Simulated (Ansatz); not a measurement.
Sc2C:
```
Sc2C
1.0
    3.25094     0.00000     0.00000
   -1.62547     2.81540     0.00000
    0.00000     0.00000     5.57061
Sc C
2 1
Cartesian
  1.62547   0.93847   3.99949
  0.00000   1.87693   1.57112
  0.00000   0.00000   2.78530
```

Relaxed with LDA.

Q: List the phonon frequencies at the special points (DFPT on a 3×3×2 q-mesh, Fourier-interpolated; plane-wave PAW LDA (Ansatz code)).

A: In cm⁻¹; no LO–TO term at Γ, as the run had none.

```tsv
q	frequencies
Γ	0 0 0 216 216 336 447 447 490
M	193 202 204 226 284 307 451 456 593
K	208 233 233 256 256 279 442 539 539
A	18i 18i 114 214 214 321 446 446 487
L	185 189 205 234 277 315 448 449 599
H	177 225 225 262 262 296 442 538 538
```

Space group P-3m1. The first step of the workflow began from a Materials Project structure, measured or hypothetical; the Crystallography Open Database copy checked does not list it. Whether it is the stable phase at ambient conditions was not checked. The LDA relaxation kept the symmetry of its start. At this level the phase is mechanically unstable. The run is not spin-polarised. As this level gives no gap, phonon frequencies hold no LO–TO term and depend on the k-mesh and smearing (Fermi–Dirac, 0.1 eV here).

Potentials: the later of the program's two PAW sets.
